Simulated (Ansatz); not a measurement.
# Structure relaxation, AgO

The start is a generated cell, AgO placed in the AFLOW prototype AB_hP12_194_df_ce (B18, as in CuS). The cell and all atomic positions are relaxed at zero pressure with r2SCAN (plane waves to 500 eV, PAW, scalar-relativistic; Ansatz, a program for electronic structure). The first steps use a coarse 6×6×2 k-mesh.

Starting cell:
```
CELL_PARAMETERS angstrom
      3.64560     0.00000     0.00000
     -1.82280     3.15718     0.00000
      0.00000     0.00000    15.02068
ATOMIC_POSITIONS crystal
  O  0.33333 0.66667 0.75000
  O  0.66667 0.33333 0.25000
  O  0.33333 0.66667 0.10724
  O  0.66667 0.33333 0.60724
  O  0.66667 0.33333 0.89276
  O  0.33333 0.66667 0.39276
  Ag 0.33333 0.66667 0.25000
  Ag 0.66667 0.33333 0.75000
  Ag 0.00000 0.00000 0.06370
  Ag 0.00000 0.00000 0.56370
  Ag 0.00000 0.00000 0.93630
  Ag 0.00000 0.00000 0.43630
```

- Outcome: The space group stays P6₃/mmc (No. 194) (the run could not lower it); the end is AFLOW prototype AB_hP12_194_df_ce (B18, as in CuS), with 12 atoms in the primitive cell
- Energy released: 0.92 eV/atom
- Band gap at the end: zero (metallic)
- Optimiser moves: 7

Final structure:

```cif
data_Ag6O6
_chemical_formula_sum 'O6 Ag6'
_space_group_name_H-M_alt 'P63/mmc'
_space_group_IT_number 194
_space_group_name_Hall '-P 6c 2c'
_cell_length_a 3.73081
_cell_length_b 3.73081
_cell_length_c 14.64855
_cell_angle_alpha 90.000
_cell_angle_beta 90.000
_cell_angle_gamma 120.000
loop_
_atom_site_label
_atom_site_type_symbol
_atom_site_symmetry_multiplicity
_atom_site_Wyckoff_symbol
_atom_site_fract_x
_atom_site_fract_y
_atom_site_fract_z
_atom_site_occupancy
O1 O 2 d 0.66667 0.33333 0.25000 1
O2 O 4 f 0.33333 0.66667 0.11160 1
Ag1 Ag 2 c 0.33333 0.66667 0.25000 1
Ag2 Ag 4 e 0.00000 0.00000 0.09597 1
```

Final values are on a 12×12×3 k-mesh of the relaxed cell. The start holds a very short contact (Ag–Ag 1.91 Å). No spin polarisation in the result. No Hubbard U is applied.

The run could not lose the symmetry of its start: the end is stationary, and may be a saddle point rather than a minimum.

The relaxed structure here is a generated cell of AgO: the first start was made by placing the elements on the sites of a structure type, and the end was not matched to a known phase here, so it may be hypothetical.
